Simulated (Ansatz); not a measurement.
From the elastic tensor of MoW$_{7}$ to moduli and sound speeds

Level of theory: Ansatz, DFT PBE, scalar-relativistic, plane waves, PAW. Plane waves to 420 eV; Γ-centred k mesh 8×8×8; Gaussian smearing of 0.10 eV. No spin polarisation.

Space group Im-3m (No. 229), cubic, a = 6.360 Å. Mo is surrounded by 8 W at 2.75 Å and 6 W at 3.18 Å; around W on a site of symmetry 4/mmm lie 8 W at 2.75 Å, 2 Mo at 3.18 Å and 4 W at 3.18 Å; W on a site of symmetry -3m has 2 Mo at 2.75 Å, 6 W at 2.75 Å and 6 W at 3.18 Å.

It was reached by relaxing an invented guess, and it needn't be the stable form of this composition. In a metal, frequencies and elastic constants depend on the k mesh and the smearing, soft modes and shear constants most. Spin–orbit coupling is left out, which matters for heavy elements.

Relaxed-ion constants (GPa, on the Cartesian axes of the calculation):
```
499.2 198.9 198.9   0.0   0.0   0.0
198.9 499.2 198.9   0.0   0.0   0.0
198.9 198.9 499.2   0.0   0.0   0.0
  0.0   0.0   0.0 128.0   0.0   0.0
  0.0   0.0   0.0   0.0 128.0   0.0
  0.0   0.0   0.0   0.0   0.0 128.0
```

Density 17.850 g/cm³; 8 atoms in 128.64 Å³.

- Bulk modulus, Voigt / Reuss / Hill: 299.0 / 299.0 / 299.0 GPa
- Shear modulus, Voigt / Reuss / Hill: 136.9 / 136.0 / 136.5 GPa
- Young's modulus: 355 GPa
- Poisson ratio: 0.302
- Pugh ratio B/G: 2.19 (over 1.75, the rule of thumb for ductile)
- Universal anisotropy index: 0.03
- Longitudinal and transverse sound speeds: 5191 and 2765 m/s
- Debye temperature from the mean sound speed: 364 K
